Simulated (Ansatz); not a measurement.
Si$_{3}$N$_{4}$:
```xyz
14
Lattice="-3.2213 3.2213 3.2213 3.2213 -3.2213 3.2213 3.2213 3.2213 -3.2213" Properties=species:S:1:pos:R:3 pbc="T T T"
N      1.8119     1.8119     1.8119
N      0.2012    -0.2012     3.0201
N      1.4094     4.6307    -1.4094
N      3.0201     0.2012    -0.2012
N     -1.4094     1.4094     4.6307
N      0.2012     0.2012     0.2012
N      4.6307    -1.4094     1.4094
N     -0.2012     3.0201     0.2012
Si     2.4160     3.2213    -1.6107
Si    -1.6107     2.4160     3.2213
Si     0.8053     3.2213     1.6107
Si     1.6107     0.8053     3.2213
Si     3.2213    -1.6107     2.4160
Si     3.2213     1.6107     0.8053
```

Relaxed with r²SCAN.

Question: Map the valence electron density (e/Å³), cut off at 1 on the plane through (0.562, 0.562, 0.562) spanned by u = [1, 0, 0] and v = [0, 1, -1] in lattice vectors, from plane-wave PAW r²SCAN (Ansatz code).

Answer: x is the fraction of u, y of v (the angle between them is 90°; rows are the nearest grid lines); atoms in the plane: N at (0.00, 0.00), N at (0.50, 0.50), Si at (0.06, 0.19), Si at (0.56, 0.31).
```
|@@@@%=:..:=#@@@@@@*=::-*@@@@@|
|@@@@@+-:-=*@@@@@@@%+-:-+%@@@@|
|@@@@#=:.:=*%@@@@@@#=:::-+*%@@|
|::--:.  .:--------:::.......:|
|  .::-===-:..    ...::...    |
|   .-=+++-:.     ..:---:.    |
|   .:-===-:.     .:-===-:.   |
|    .::::..     .:-=+++=:.   |
|...........   ...::::::::::..|
|%##*=-:.:::--=++*+=:. .-=+*#%|
|@@@@#=:::-+*%@@@@@*=:.:=*%@@@|
|@@@@%+-:=*@@@@@@@@@+-::-+@@@@|
|@@%+-:..:=%@@@@@@@#-.. .:=*@@|
|:...     .:+@@@@@#=:.    ...:|
|          .-+#@@#+-:..       |
|          ..:::...::----::.. |
|:.......::---:.   :=+****+=-:|
|-:..:-==+****+-:..:-==+****+-|
|:. .:=+**##*+=-:...::--==++=:|
|    .-=+++=-::.       ...::. |
|++=-:::.....            .:-=+|
|@@@#=:.    ...:...     .:+@@@|
|@@@@+:.   .:-===-:.....:+@@@@|
|@@@@%=:..:=#@@@@@@*=::-*@@@@@|
```
Scale: ten equal steps from 0.052 (start of ' ') to 1.00 (end of '@'), in the order ' .:-=+*#%@'; x runs from 0.000 to 1.00, y from 0.000 (bottom) to 1.00 (top).

The density is the valence pseudo-density with augmentation charge, so density and ELF within about 1 Å of a nucleus are not all-electron values.

Space group I-43d. The workflow started from an entry of the Crystallography Open Database (COD), which files this formula under 4 space groups. It is not the phase usual at ambient conditions (space group No. 176). The cell was relaxed with r²SCAN under the symmetry of its start; whether a distortion lowers the energy is not shown.

Potentials: the later of the program's two PAW sets.
